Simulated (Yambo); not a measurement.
Absorption of LiTaO₃ (space group R3c, No. 161) with and without the electron-hole interaction (Yambo, PBEsol bands; 6×6×6 mesh, 10 valence and 6 conduction bands, static screening with 73 bands and a 3 Ry block, scissor 1.85 eV, Tamm-Dancoff; field along x). Axes are Cartesian, with cell vectors (Å) (2.57, 1.48, 4.61), (-2.57, 1.48, 4.61), (0.00, -2.96, 4.61).

```csv
E (eV),"Im ε, BSE","Im ε, independent quasiparticles"
4.22,0.28,0.11
4.32,0.32,0.12
4.42,0.37,0.13
4.52,0.43,0.15
4.62,0.52,0.16
4.72,0.63,0.18
4.82,0.80,0.19
4.92,1.05,0.22
5.02,1.47,0.24
5.12,2.22,0.28
5.22,3.66,0.32
5.32,5.87,0.37
5.43,7.97,0.44
5.53,9.87,0.55
5.63,10.3,0.71
5.73,8.88,0.95
5.83,7.44,1.32
5.93,6.97,1.84
6.03,6.88,2.63
6.13,6.50,3.75
6.23,6.32,4.61
6.33,6.12,5.22
6.43,5.86,5.88
6.53,5.41,6.47
6.63,5.19,6.93
6.73,5.01,7.40
6.83,4.61,7.61
6.93,4.31,7.66
7.03,4.11,7.86
7.13,3.97,8.10
7.23,3.72,7.86
7.33,3.37,7.68
7.43,3.12,7.79
7.54,2.79,7.74
7.64,2.67,7.46
7.74,2.34,7.19
7.84,2.23,7.02
```

The scissor comes from a G0W0 run whose convergence isn't established. Broadening 0.15 eV. The band window holds all transitions up to 7.9 eV. Fine structure above the onset can come from the mesh.

Spin-orbit coupling is left out, which matters for elements this heavy: edges can move by tenths of an eV.

Geometry of the Materials Project entry, not relaxed at this level; primitive cell a = b = c = 5.477 Å, α = β = γ = 55.90°.
